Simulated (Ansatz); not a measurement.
ZrSe:
```xyz
2
Lattice="3.5295 0.0000 0.0000 -1.7648 3.0567 0.0000 0.0000 0.0000 3.5993" Properties=species:S:1:pos:R:3 pbc="T T T"
Zr     0.0000     0.0000     0.0000
Se     0.0000     2.0378     1.7996
```

Relaxed with PBEsol. Special points in fractions of this cell's reciprocal vectors: Γ (0.000, 0.000, 0.000); M (0.500, 0.000, 0.000); K (0.333, 0.333, 0.000); A (0.000, 0.000, 0.500); L (0.500, 0.000, 0.500); H (0.333, 0.333, 0.500).

Question: List the band energies nearest the Fermi level at these points for PBEsol with spin–orbit coupling in the plane-wave PAW code Ansatz.

Answer: In eV from the Fermi level; about four levels below and three above (degenerate sets whole), none deeper than 8.9 eV; points with the same levels are listed once.

```tsv
k	below	above
Γ	-2.99 -2.99 -2.67 -2.67	1.76 1.76 1.82 1.82
M	-2.95 -2.95 -2.21 -2.21	1.11 1.11 2.96 2.96
K	-4.36 -4.34 -0.10 -0.06	0.50 0.63 1.06
A	-0.13 -0.13 -0.04 -0.04	1.74 1.74 1.96 1.96
L	-4.45 -4.45 -0.70 -0.70	2.43 2.43 3.03 3.03
H	-4.52 -4.31 -0.31 -0.28	2.75 2.86 2.87
```

Space group P-6m2. The workflow started from a Materials Project entry (that database holds measured and hypothetical structures alike); the Crystallography Open Database copy checked does not list it. Whether it is the stable phase at ambient conditions was not checked. Symmetry was held in the PBEsol relaxation; whether a distortion lowers the energy is not shown. No spin polarisation was allowed.

Potentials: the later of the program's two PAW sets.
